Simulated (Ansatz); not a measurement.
Magnetic orders of MoSe

Theory: DFT r2SCAN, scalar-relativistic, plane waves, PAW in Ansatz.

```
Mo Se
1.0
     3.14620    0.00000    0.00000
     0.00000    3.14620    0.00000
     0.00000    0.00000    3.14620
Mo Se
1 1
Direct
  0.00000 0.00000 0.00000
  0.50000 0.50000 0.50000
```

The plane-wave cutoff is 500 eV and the Γ-centred k-mesh is 14×14×14. The occupation rule is Gaussian smearing, 0.1 eV. The list of starting moments (μB, in atom order) is 3.5 0 and the check for lower electronic states after the SCF is off.

All runs keep this geometry, which isn't relaxed for the lowest state (largest force there 0.000 eV/Å, pressure -2.0 GPa) and needn't be a stable compound; relaxing each order can shift differences of a few meV. Site moments are spin moments in atom-centred spheres that scale with the neighbour distance. The states are those that the runs reached from these starts; a lower one can exist. No antiferromagnetic start is among these.

**Question.** Starts tried: no spin; large parallel starting moments. Which state comes out lowest, and what are the moments?

**Answer.** All starts lose their moments; the cell is non-magnetic at this level.

```tsv
start	ends	energy above lowest (meV/atom)	site moments (μB)	gap on mesh (eV)	P (GPa)
no spin	non-magnetic	0.00	none over 0.05	metal	-2.0
large parallel starting moments	non-magnetic	0.00	none over 0.05	metal	-2.0
```

Cost: 2 runs of about 0.83 core-minutes in all, on Intel Xeon Processor @ 2.70GHz (shared hosts).